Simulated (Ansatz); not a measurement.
Data:

Starting cell, GaN (zinc blende):

```
CELL_PARAMETERS angstrom
      0.00000     4.49817     4.49817
      2.24908     2.24908     4.49817
      2.24908     2.24908     0.00000
ATOMIC_POSITIONS crystal
  N  0.00000 0.75000 0.75000
  N  0.50000 0.75000 0.75000
  Ga 0.00000 0.00000 0.00000
  Ga 0.50000 0.00000 0.00000
```

A phonon eigenvector at X = (0.5, 0.5, 0.0) is frozen into this cell: atom i moves by Q times the vector below, so Q is the largest atomic displacement, in Å. The cell is held. (q is in reciprocal vectors of the primitive cell; the cell shown is doubled to hold the pattern.)

```tsv
atom	x	y	z
N1	0.000	0.000	-1.000
N2	0.000	0.000	1.000
```

Atoms not listed stay in place.

The numbers are results of r2SCAN (plane waves to 500 eV, PAW, scalar-relativistic; Ansatz, a quantum-chemistry and plane-wave program), not measurements. k mesh 13×13×13 (Γ-centred), Fermi-Dirac smearing 0.05 eV. E stands for the smeared free energy. GaN was relaxed with its symmetry unable to fall. The PAW data are Ansatz's earlier set. The zero of ΔE is the undisplaced structure.

The scan covers Q from -0.180 to 0.180 Å in 13 points.

Problem. Is this a single well or a double well?

Solution. A single well with its minimum at or next to zero displacement.

Problem. Which space group does the distorted structure have?

Solution. P-4m2 (No. 115), lowered from F-43m.

Problem. What is the energy change at Q = 0.180 Å?

Solution. 780 meV/cell.

Problem. What harmonic wavenumber does the curvature at Q = 0 give?

Solution. 687 cm⁻¹.

(A displaced cell: forces are minus the slopes of the energy, force constants its curvatures, and phonons follow from these.)
